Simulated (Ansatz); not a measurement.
Relaxed candidate structures of Si₂Ni:

A. Fd-3m, origin choice 1 (No. 227), cF24, AFLOW prototype A2B_cF24_227_c_a (C9, as in SiO2); a = 9.548 Å, b = 9.548 Å, c = 9.548 Å, α = 90.00°, β = 90.00°, γ = 90.00°; Si 16d (0.625, 0.625, 0.625); Ni 8b (0.500, 0.500, 0.500)

B. P6/mmm (No. 191), hP6, AFLOW prototype A2B_hP6_191_h_e (C_h, as in Cu2Te); a = b = 4.0811 Å, c = 6.0173 Å, α = β = 90.00°, γ = 120.00°; Si 4h (0.333, 0.667, 0.201); Ni 2e (0.000, 0.000, 0.280)

C. P6/mmm (No. 191), hP3; a = b = 4.2240 Å, c = 2.4732 Å, α = β = 90.00°, γ = 120.00°; Ni 1a (0.000, 0.000, 0.000); Si 2d (0.333, 0.667, 0.500)

D. Im-3m (No. 229), cI18; a = 8.301 Å, b = 8.301 Å, c = 8.301 Å, α = 90.00°, β = 90.00°, γ = 90.00°; Ni 6b (0.000, 0.000, 0.500); Si 12d (0.000, 0.250, 0.500)

### Question
Put the candidates in order of energy per atom, lowest first, for r2SCAN (plane waves to 500 eV, PAW, scalar-relativistic; Ansatz, an electronic-structure program).

### Answer
B (reference), C (+0.26 eV/atom), A (+0.60 eV/atom), D (+0.62 eV/atom)

The lowest structure calculated, Fm-3m, cF12, AFLOW prototype AB2_cF12_225_a_c (C1, as in CaF2), is not among these; it lies 0.46 eV/atom below the lowest of them. Each run could gain symmetry but not lose that of its start, so entries can be saddle points. All of these are generated cells (placed on structure types, drawn at random, substituted or restacked) that were not matched to a known phase here. Energies are at zero temperature and pressure, without zero-point motion. Each cell has its own k-point mesh; energy differences are given only to the digits this allows. No spin polarisation in the result. A magnetic state may lie lower. Gaps of cells over 8 atoms come from the SCF mesh and high-symmetry points alone.
